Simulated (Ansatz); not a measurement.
The relaxed structure here is a generated cell of ScCo: the first start was made by placing the elements on the sites of a structure type, and the end was not matched to a known phase here, so it may be hypothetical.

One starting cell of ScCo (a generated cell, ScCo built in the AFLOW prototype AB_cP8_198_a_a (B20, as in FeSi)) was relaxed twice with Ansatz (plane waves, PAW, scalar-relativistic): with PBEsol at 420 eV and with PBE at 420 eV. The PBEsol result:

```xyz
8
Lattice="4.9276 0.0000 0.0000 0.0000 4.9276 0.0000 0.0000 0.0000 4.9276" Properties=species:S:1:pos:R:3 pbc="T T T"
Sc     0.8195     0.8195     0.8195
Sc     3.2833     1.6443     4.1081
Sc     4.1081     3.2833     1.6443
Sc     1.6443     4.1081     3.2833
Co     4.1718     4.1718     4.1718
Co     1.7080     3.2197     0.7558
Co     0.7558     1.7080     3.2197
Co     3.2197     0.7558     1.7080
```

| quantity | PBEsol | PBE |
|---|---|---|
| space group | P2₁3 | P2₁3 |
| volume (Å³/atom) | 14.96 | 15.67 |
| a (Å) | 4.928 | 5.005 |
| gap (eV, no spin-orbit coupling) | 0.00 | 0.00 |

Both levels end in the same structure; PBE's volume is 4.8 % larger. Neither column is exact.

No spin polarisation in the result. A magnetic state may lie lower.

The run could not lose the symmetry of its start, so the end can be a saddle point.

Ansatz is a quantum-chemistry and plane-wave program.
